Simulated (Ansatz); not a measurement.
One crystal and one scan (frozen-phonon scan) at two levels, PBE (plane waves to 420 eV, PAW, scalar-relativistic; Ansatz, a program for electronic structure) and r2SCAN (plane waves to 500 eV, PAW, scalar-relativistic; Ansatz), each from its own relaxed cell and on its own mesh. The cell shown is that of PBE.

Starting cell, W (bcc, W type):

```
W
1.0
   -3.18352     3.18352     3.18352
    1.59176    -1.59176     1.59176
    1.59176     1.59176    -1.59176
W
2
Direct
  0.00000   0.00000   0.00000
  0.50000   0.00000   0.00000
```

The atoms are displaced by Q × the pattern below (from a DFPT mode at N = (0.5, 0.0, 0.0), largest move 1; Q in Å), at fixed cell. (q is in reciprocal vectors of the primitive cell; the cell shown is doubled to hold the pattern.)

```json
[
 {"atom": "W1", "x": "0.000", "y": "0.707", "z": "-0.707"},
 {"atom": "W2", "x": "0.000", "y": "-0.707", "z": "0.707"}
]
```

Spin-orbit coupling is left out, though W is heavy. W is run without spin polarisation. W was relaxed with its symmetry unable to fall. With partly filled bands, energies and forces of such displacements shift with the k mesh and the smearing. Percentages come from the unrounded values. Both scans cover Q from -0.280 to 0.280 Å.

Results of PBE:

```
Item                                                                                                                                               Value
----------------------------------------------------------------------------------------  --------------------------------------------------------------
Lattice constant a (Å)                                                                                                                             3.184
Energy at Q = 0.280 Å (meV/cell)                                                                                                                     791
Harmonic wavenumber from the curvature (finite differences) (cm⁻¹ (negative: imaginary))                                                             145
Space group of the distorted cell                                                                                      Cmcm (No. 63), lowered from Im-3m
Symmetry of the curve                                                                                                      even: the same for both signs
Shape of the curve                                                                        a single well with its minimum at or next to zero displacement
```

**Question.** Estimate the r2SCAN values.

**Answer.** 
| quantity | r2SCAN | PBE − r2SCAN |
|---|---|---|
| Lattice constant a (Å) | 3.169 | +0.015 (+0.4 %) |
| Energy at Q = 0.280 Å (meV/cell) | 888 | -97 (-11 %) |
| Harmonic wavenumber from the curvature (finite differences) (cm⁻¹ (negative: imaginary)) | 154 | -9 (-6 %) |

PBE gives the higher value for: lattice constant a. PBE gives the lower value for: energy at Q = 0.280 Å; harmonic wavenumber from the curvature. Both give the same space group of the distorted cell: Cmcm (No. 63), lowered from Im-3m.

(For displaced atoms, the force is minus the slope of the energy, and its curvature is a force constant, which sets phonon frequencies.)
